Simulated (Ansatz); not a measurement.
AlRu:
```
AlRu
1.0
    1.48932    -4.54030     0.00000
    1.48932     4.54030     0.00000
    0.00000     0.00000     4.08150
Al Ru
2 2
Direct
  0.59242   0.40758   0.25000
  0.40758   0.59242   0.75000
  0.86427   0.13573   0.25000
  0.13573   0.86427   0.75000
```

Relaxed with plane-wave PAW r²SCAN (Ansatz code). Indices refer to the conventional cell of Cmcm, a = 2.979 Å, b = 9.081 Å, c = 4.082 Å, α = 90.00°, β = 90.00°, γ = 90.00°.

Question: Simulate the powder diffraction pattern (Co Kα, λ = 1.79026 Å; lines above 1 %) up to 2θ = 90°.

Answer: Simulated powder pattern, Co Kα, λ = 1.79026 Å (kinematic, ideal powder, no thermal factors, no anomalous dispersion; the 30 strongest lines at most, above 1 %, up to 2θ = 90°):

```
2θ (°)  d (Å)  I/Imax (%)    hkl
------  -----  ----------  -----
34.30   3.035          76  (021)
36.88   2.830          21  (110)
45.27   2.326         100  (111)
46.45   2.270          38  (040)
49.87   2.123          29  (130)
52.03   2.041          33  (002)
53.64   1.984         7.9  (041)
56.75   1.883          41  (131)
65.47   1.655         7.8  (112)
72.29   1.518          20  (042)
73.89   1.489          12  (200)
74.95   1.471          17  (132)
76.27   1.450          19  (151)
78.22   1.419         8.6  (061)
84.05   1.337          12  (221)
86.76   1.303         5.5  (023)
```

The start of the workflow was typed in or built on a structure type; neither database checked (COD, Materials Project) lists it. COD files the formula under space group No. 221, so this cell is another polymorph or a model. Its standing as an ambient phase is unchecked. The cell was relaxed with r²SCAN under the symmetry of its start; whether a distortion lowers the energy is not shown. No spin polarisation was allowed. Axis ratios of metals converge slowly with the k-mesh, so a and c are less sure than the volume.

Potentials: the earlier of the program's two PAW sets.
